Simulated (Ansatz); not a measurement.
**Vibrational response of SrTiO3**

Method: DFT PBE+D3(BJ), scalar-relativistic, plane waves, PAW in Ansatz. Settings: 420 eV plane-wave cutoff, Γ-centred 8×8×8 mesh, fixed occupations. No spin polarisation. Phonons by linear response, acoustic sum rule imposed.

The cell is fixed (symmetry leaves no force on the atoms) and stands under -0.1 GPa:
```
CELL_PARAMETERS angstrom
3.91020 0.00000 0.00000
0.00000 3.91020 0.00000
0.00000 0.00000 3.91020
ATOMIC_POSITIONS crystal
Sr 0.00000 0.00000 0.00000
Ti 0.50000 0.50000 0.50000
O 0.50000 0.50000 0.00000
O 0.50000 0.00000 0.50000
O 0.00000 0.50000 0.50000
```

Its imaginary modes show that this cell, the ideal cubic perovskite prototype, isn't a minimum of the energy.

Question: Give the high-frequency dielectric tensor ε∞.

Answer:
```
6.25 0.00 0.00
0.00 6.25 0.00
0.00 0.00 6.25
```

Question: Give the Born effective charges.

Answer:
| atom | Z*xx | Z*yy | Z*zz | mean |
| --- | --- | --- | --- | --- |
| Sr (atom 1) | 2.55 | 2.55 | 2.55 | 2.55 |
| Ti (atom 2) | 7.31 | 7.31 | 7.31 | 7.31 |
| O (atom 3) | -2.03 | -2.03 | -5.81 | -3.29 |

Cost: 1 run of about 2.6 core-minutes, on Intel Xeon Platinum 8375C (Ice Lake) (shared hosts).